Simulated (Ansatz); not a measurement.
An Ansatz (an electronic-structure program) run. Input:

Ansatz 0.2 input:
```yaml
crystal:
  lattice:
    - [1.9867822716, -10.3685920981, 0.0]
    - [1.9867822716, 10.3685920981, 0.0]
    - [0.0, 0.0, 3.8846913095]
  atoms:
    - { symbol: Y, position: [0.4176482636, 0.5823517364, 0.75] }
    - { symbol: Y, position: [0.5823517364, 0.4176482636, 0.25] }
    - { symbol: Ge, position: [0.8105881486, 0.1894118514, 0.75] }
    - { symbol: Ge, position: [0.1894118514, 0.8105881486, 0.25] }
    - { symbol: Ge, position: [0.960757257, 0.039242743, 0.25] }
    - { symbol: Ge, position: [0.039242743, 0.960757257, 0.75] }
    - { symbol: Ge, position: [0.3091880044, 0.6908119956, 0.25] }
    - { symbol: Ge, position: [0.6908119956, 0.3091880044, 0.75] }
kpoints:
  mp_grid: { grid: [11, 11, 11] }
basis: { xc_grid: 2, fft_grid_basis: typed }
hamiltonian:
  xc: pbesol
  pseudopotentials: { kind: paw }
scf:
  occupations: { method: gaussian, width: 0.05 }
checkpoint: { read: metal.run }
output: { write_density: true, elf: true, volumetric_format: npy }
```

Output (shortened):

```
Pseudopotential: Y, paw, valence charge 11
Pseudopotential: Ge, paw, valence charge 14
Functional definition: PBEsol
Crystal: 8 atoms, lattice volume = 160.050 Å³
Basis set: ecut = 420 eV, 3141 PW (Γ), exchange–correlation on 144×144×54 points (8 copies of the dense FFT grid, shifted against one another)
Bands: 64, of which v1, the nominal top of the filled ones, is band 53 counted from 1 (52 counted from 0)
Symmetry: 8 space group operations
Space group: Cmcm (ITA 63), of the structure as read, at distance tolerance 5.4e-5 Å
k-points: 216 of 1331
Stability of the state it starts from, as read at its close in the unpolarized treatment …
iter 1 solved again at ethr=1.50e-8 eV; its pass at ethr=3.10e-3 eV (dr2=1.59e-5 eV) is discarded
SCF iter   1: F=—  HF=-33115.441558 eV  |F-HF|=—  |Δ(HF+E_count)|=         —  Δρ=1.92e-7  dr2=9.16e-11  ethr=1.50e-8  ⟨swp⟩=3.5  Hψ=90539  notcnv=0
preconditioner: auto → Kerker (q_TF=auto, 2.547 Å⁻¹)
SCF iter   2: F=-33115.441558 eV  HF=-33115.441558 eV  |F-HF|=3.64e-11  |Δ(HF+E_count)|=   1.79e-8  Δρ=1.20e-7  dr2=6.07e-11  ethr=1.00e-12  ⟨swp⟩=5.9  Hψ=39694  notcnv=0
SCF 1 converged in 2 iterations: F = -33115.441558 eV  dr2 = 6.07e-11
SCF converged after 2 iterations
Free energy (F): -33115.441558 eV
Harris-Foulkes:  -33115.441558 eV  (|F-HF|=3.64e-11)
Internal energy: -33115.438926 eV  (E = F + TS)
E sigma→0 (E₀):  -33115.440242 eV
Entropy (-TS):   -0.002633 eV (-0.329 meV/atom)
Fermi energy:    11.385952 eV
--- Per-component energies (eV) ---
  E_band       = -818.096482
  E_kinetic    = 1286.400514
  E_local      = -14542.344630  (includes V_loc(G=0)·N_el)
  E_nonlocal   = 2617.013819
  E_hartree    = 6295.448999
  E_xc         = -799.629114
  E_vxc        = -793.054169  (∫ρ·V_xc dr)
  E_paw        = -17415.060897  (= ΣΔE_a)
  E_vpaw       = -1977.011739  (= ΣTr[D̂ρ^β])
  E_aug_tail   = 0.001843  (compensation charges beyond the density's cutoff)
  E_ewald      = -10563.074622
  E_core_change = 5.805163  (= ΣΔE_core)
  E_smearing   = -0.002633  (= −TS)
  E_closure    =  0.000000  (closes the sum)
  Σ components = -33115.441558   (vs F -33115.441558, Δ=0.00e0)
  [band-id]    e_kinetic+e_local+e_nonlocal+2·e_hartree+e_vxc+e_vpaw+e_augmentation_tail = -818.096365   (vs E_band -818.096482, Δ=1.17e-4)
--- Band table (eV; the first three rows and the last of 216) ---
  k-point 0: bands = ["-30.5836", "-30.5758", "-13.0758", "-13.0614", "-13.0504", "-13.0098", "-12.9919", "-12.9721", "-12.9688", "-12.9646", "-12.9048", "-12.9040", "-12.8831", "-12.8799", "-12.8798", "-12.8706", "-12.8699", "-12.8494", "-12.8309", …
  k-point 1: bands = ["-30.5827", "-30.5752", "-13.0709", "-13.0566", "-13.0485", "-13.0067", "-12.9891", "-12.9708", "-12.9678", "-12.9662", "-12.9064", "-12.9053", "-12.8821", "-12.8821", "-12.8790", "-12.8719", "-12.8681", "-12.8470", "-12.8322", …
  k-point 2: bands = ["-30.5803", "-30.5737", "-13.0564", "-13.0430", "-13.0425", "-12.9978", "-12.9808", "-12.9710", "-12.9667", "-12.9649", "-12.9109", "-12.9093", "-12.8884", "-12.8791", "-12.8779", "-12.8768", "-12.8604", "-12.8400", "-12.8360", …
  k-point 215: bands = ["-30.5712", "-30.5701", "-13.0121", "-13.0000", "-12.9686", "-12.9574", "-12.9484", "-12.9455", "-12.9433", "-12.9393", "-12.9336", "-12.9329", "-12.9299", "-12.9267", "-12.9210", "-12.9160", "-12.8614", "-12.8603", "-12.8545", …
```

Cost: around 80 core-seconds (rough) on shared cores.

The workflow started from a Materials Project entry (that database holds measured and hypothetical structures alike); the Crystallography Open Database copy checked does not list it. Its standing as an ambient phase is unchecked. The PBEsol relaxation kept the symmetry of its start; whether a distortion lowers the energy is not shown. The run is not spin-polarised. Scalar-relativistic: spin–orbit coupling is off unless named, which matters more the heavier the elements.

Potentials: the later of the program's two PAW sets.

Ansatz is a plane-wave DFT program.
